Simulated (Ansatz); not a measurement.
Input file for Ansatz (a first-principles code):

Ansatz 0.2 input:
```yaml
crystal:
  lattice:
    - [3.3857211202, 0.0, 0.0]
    - [-1.6928605601, 2.9321205002, 0.0]
    - [0.0, 0.0, 5.3308585706]
  atoms:
    - { symbol: Sc, position: [0.3333333333, 0.6666666667, 0.5249032918] }
    - { symbol: Ge, position: [0.6666666667, 0.3333333333, 0.9975856351] }
    - { symbol: C, position: [0.3333333333, 0.6666666667, 0.093023762] }
    - { symbol: N, position: [0.6666666667, 0.3333333333, 0.6344773111] }
kpoints:
  mp_grid: { grid: [7, 7, 4] }
hamiltonian:
  xc: hse06
  pseudopotentials: { azcp: { folder: ./paw }, kind: paw }
scf:
  n_extra_bands: 6
  occupations: { method: fixed }
output:
  eigenvalues: true
  eigenstates:
    e_range: [-9.0, 11.9]
    kpoints:
      - [0.333333, 0.333333, 0.0]  # VBM
      - [0.0, 0.442708, -0.419271]  # CBM
```

Output (shortened):

```
Pseudopotential: Sc, paw, valence charge 11
Pseudopotential: Ge, paw, valence charge 14
Pseudopotential: C, paw, valence charge 4
Pseudopotential: N, paw, valence charge 5
Functional definition: HSE06
davidson cushion auto → on  (no smearing: the cushion is to keep the highest requested band from converging to the state above it …
Crystal: 4 atoms, lattice volume = 52.921 Å³
Basis set: ecut = 420 eV, 1085 PW (Γ)
Bands: 23, of which v1, the nominal top of the filled ones, is band 17 counted from 1 (16 counted from 0)
Symmetry: 6 space group operations
Space group: P3m1 (ITA 156), of the structure as read, at distance tolerance 3.8e-5 Å
k-points: 28 of 196 (time reversal used)
SCF iter   1: F=—  HF=-7069.627819 eV  |F-HF|=—  |Δ(HF+E_count)|=         —  Δρ=1.02e-1  dr2=7.61e0  ethr=1.00e-1  ⟨swp⟩=3.9  Hψ=1892  notcnv=0
preconditioner: auto → none
SCF iter   2: F=—  HF=-7067.893484 eV  |F-HF|=—  |Δ(HF+E_count)|=    1.73e0  Δρ=6.28e-2  dr2=1.74e0  ethr=2.24e-2  ⟨swp⟩=3.2  Hψ=1757  notcnv=0
SCF iter   3: F=—  HF=-7067.519477 eV  |F-HF|=—  |Δ(HF+E_count)|=   3.74e-1  Δρ=2.15e-2  dr2=2.43e-1  ethr=5.13e-3  ⟨swp⟩=3.1  Hψ=1714  notcnv=0
SCF iter   4: F=—  HF=-7067.505882 eV  |F-HF|=—  |Δ(HF+E_count)|=   1.36e-2  Δρ=1.19e-2  dr2=6.06e-2  ethr=7.16e-4  ⟨swp⟩=3.0  Hψ=1653  notcnv=0
iter 5 solved again at ethr=1.56e-5 eV; its pass at ethr=1.78e-4 eV (dr2=5.29e-3 eV) is discarded
SCF iter   5: F=—  HF=-7067.502820 eV  |F-HF|=—  |Δ(HF+E_count)|=   3.06e-3  Δρ=3.23e-3  dr2=5.39e-3  ethr=1.56e-5  ⟨swp⟩=2.0  Hψ=3072  notcnv=0
SCF iter   6: F=-7067.502605 eV  HF=-7067.502782 eV  |F-HF|=1.77e-4  |Δ(HF+E_count)|=   3.79e-5  Δρ=8.58e-4  dr2=3.67e-4  ethr=1.56e-5  ⟨swp⟩=3.0  Hψ=1631  notcnv=0
SCF 1 stopped early in 6 iterations: F = -7067.502605 eV  dr2 = 3.67e-4
Crystal: 4 atoms, lattice volume = 52.921 Å³
Exchange kernel: α = 0.2500, screened, ω = 0.2079 Å⁻¹, Wigner–Seitz truncation, v(0) = 1046.4939 eV·Å³, q-mesh 7×7×4, nearest image of the exchange supercell L …
Frozen-core exchange: fock
SCF iter   1: F=—  HF=-7068.755658 eV  |F-HF|=—  |Δ(HF+E_count)|=         —  Δρ=1.37e-2  dr2=1.35e-1  ethr=1.08e-5  ⟨swp⟩=7.7  Hψ=3334  notcnv=0
preconditioner: auto → none
SCF iter   2: F=—  HF=-7068.708353 eV  |F-HF|=—  |Δ(HF+E_count)|=   4.73e-2  Δρ=3.10e-3  dr2=8.21e-3  ethr=1.08e-5  ⟨swp⟩=5.0  Hψ=2515  notcnv=0
SCF iter   3: F=—  HF=-7068.725949 eV  |F-HF|=—  |Δ(HF+E_count)|=   1.76e-2  Δρ=2.27e-3  dr2=3.08e-3  ethr=1.08e-5  ⟨swp⟩=3.6  Hψ=2088  notcnv=0
SCF iter   4: F=—  HF=-7068.724934 eV  |F-HF|=—  |Δ(HF+E_count)|=   1.02e-3  Δρ=4.91e-4  dr2=9.81e-5  ethr=8.63e-6  ⟨swp⟩=3.0  Hψ=1613  notcnv=0
SCF iter   5: F=—  HF=-7068.725336 eV  |F-HF|=—  |Δ(HF+E_count)|=   4.03e-4  Δρ=5.51e-4  dr2=2.02e-4  ethr=1.87e-7  ⟨swp⟩=4.3  Hψ=2091  notcnv=0
SCF iter   6: F=—  HF=-7068.725294 eV  |F-HF|=—  |Δ(HF+E_count)|=   4.22e-5  Δρ=2.13e-4  dr2=4.08e-5  ethr=1.87e-7  ⟨swp⟩=3.8  Hψ=1852  notcnv=0
SCF iter   7: F=-7068.725281 eV  HF=-7068.725282 eV  |F-HF|=1.08e-6  |Δ(HF+E_count)|=   1.18e-5  Δρ=4.00e-5  dr2=2.61e-6  ethr=1.16e-7  ⟨swp⟩=3.0  Hψ=1622  notcnv=0
SCF 2 stopped early in 7 iterations: F = -7068.725281 eV  dr2 = 2.61e-6
hybrid outer 1: dexx = +2.122e-2 eV, tail = 6.84e-5 eV
Crystal: 4 atoms, lattice volume = 52.921 Å³
Exchange kernel: α = 0.2500, screened, ω = 0.2079 Å⁻¹, Wigner–Seitz truncation, v(0) = 1046.4939 eV·Å³, q-mesh 7×7×4, nearest image of the exchange supercell L …
Frozen-core exchange: fock
SCF iter   1: F=—  HF=-7068.725040 eV  |F-HF|=—  |Δ(HF+E_count)|=         —  Δρ=7.48e-5  dr2=2.92e-6  ethr=1.01e-6  ⟨swp⟩=3.4  Hψ=1584  notcnv=0
preconditioner: auto → none
iter 2 solved again at ethr=2.12e-10 eV; its pass at ethr=7.20e-9 eV (dr2=7.21e-8 eV) is discarded
SCF iter   2: F=—  HF=-7068.725040 eV  |F-HF|=—  |Δ(HF+E_count)|=   8.73e-8  Δρ=1.94e-5  dr2=1.69e-7  ethr=2.12e-10  ⟨swp⟩=2.4  Hψ=3618  notcnv=0
SCF iter   3: F=-7068.725041 eV  HF=-7068.725041 eV  |F-HF|=1.06e-7  |Δ(HF+E_count)|=   9.30e-7  Δρ=1.23e-5  dr2=8.57e-8  ethr=2.12e-10  ⟨swp⟩=5.4  Hψ=2301  notcnv=0  defer=3
SCF 3 converged in 3 iterations: F = -7068.725041 eV  dr2 = 8.57e-8
hybrid outer 2: dexx = +1.021e-6 eV, tail = 2.86e-7 eV, Δε = 3.19e-3 eV (about 2.60e-4 eV left of the loop's levels)
the search or the solves at the SCF's close seem to have found levels that the self-consistency loop had missed (the run counts 3) …
NSCF: frozen V_eff on 2 k-points
hybrid SCF converged: 2 outer / 10 inner (+6 warm-up), last move |dexx| = 1.02e-6 eV, tail = 2.86e-7 eV
Stability not checked (fock_operator)
Free energy (F): -7068.725041 eV
Frozen-core exchange: fock
Harris-Foulkes:  -7068.725041 eV  (|F-HF|=1.06e-7)
Internal energy: -7068.725041 eV  (E = F + TS)
E sigma→0 (E₀):  -7068.725041 eV
Fermi energy:    8.972887 eV
--- Per-component energies (eV) ---
  E_band       = -324.399641
  E_kinetic    = 516.126713
  E_local      = -3167.613906  (includes V_loc(G=0)·N_el)
  E_nonlocal   = 416.244638
  E_hartree    = 1394.626739
  E_xc         = -213.949785
  E_vxc        = -244.664094  (∫ρ·V_xc dr)
  E_exx        = -111.149527  (= α·E_x^exact, valence–valence)
  E_paw        = -3174.817819  (= ΣΔE_a)
  E_vpaw       = -411.451016  (= ΣTr[D̂ρ^β])
  E_aug_tail   = 0.000946  (compensation charges beyond the density's cutoff)
  E_ewald      = -2727.625719
  E_core_change = -0.567321  (= ΣΔE_core)
  E_smearing   =  0.000000  (= −TS)
  E_closure    =  0.000000  (closes the sum)
  Σ components = -7068.725041   (vs F -7068.725041, Δ=0.00e0)
  [band-id]    e_kinetic+e_local+e_nonlocal+2·e_hartree+e_vxc+2·e_exx+e_vpaw+e_augmentation_tail = -324.402295   (vs E_band -324.399641, Δ=-2.65e-3)
--- Band table (eV; the first three rows and the last of 28) ---
  k-point 0: bands = ["-42.5465", "-19.6964", "-19.5592", "-19.5592", "-17.6964", "-17.5986", "-17.5986", "-17.5588", "-17.5588", "-6.8595", "-3.8410", "3.1711", "6.1133", "6.1133", "8.8776", "8.9729", "8.9729", "12.6528", "14.5513", "14.5513", "14.9298", "16.6796", "17.1941"]
  k-point 1: bands = ["-42.5466", "-19.6986", "-19.5593", "-19.5593", "-17.6957", "-17.5985", "-17.5985", "-17.5588", "-17.5588", "-6.7276", "-4.0796", "3.5390", "6.1165", "6.1165", "8.1231", "8.9341", "8.9341", "13.0548", "14.7672", "14.7672", "15.6938", "16.6639", "16.6639"]
  k-point 2: bands = ["-42.5466", "-19.7009", "-19.5593", "-19.5593", "-17.6949", "-17.5984", "-17.5984", "-17.5588", "-17.5588", "-6.5732", "-4.3341", "3.9814", "6.1196", "6.1196", "7.3825", "8.8971", "8.8971", "13.7465", "15.0088", "15.0088", "15.2694", "16.3037", "16.3037"]
  k-point 27: bands = ["-42.5064", "-19.9304", "-19.7520", "-19.6308", "-17.6677", "-17.6099", "-17.5953", "-17.5579", "-17.5377", "-5.4591", "-1.5193", "1.0194", "4.1778", "5.9036", "6.7250", "6.9957", "8.4363", "12.4896", "13.0298", "15.0408", "16.5338", "16.8222", "17.3540"]
```

Cost: around 4 core-minutes (rough) on shared cores.

The points marked VBM and CBM come from a semilocal run.

The start of the workflow was typed in or built on a structure type; neither database checked (COD, Materials Project) lists it. Its standing as an ambient phase is unchecked. The cell was relaxed with r²SCAN under the symmetry of its start; whether a distortion lowers the energy is not shown. The run is not spin-polarised. Scalar-relativistic: spin–orbit coupling is off unless named, which matters more the heavier the elements.

Potentials: the earlier of the program's two PAW sets. The files were generated under PBE; for other functionals the program regenerates the frozen cores, and for LDA and PBEsol the local potential too.

Ansatz is a plane-wave DFT program.
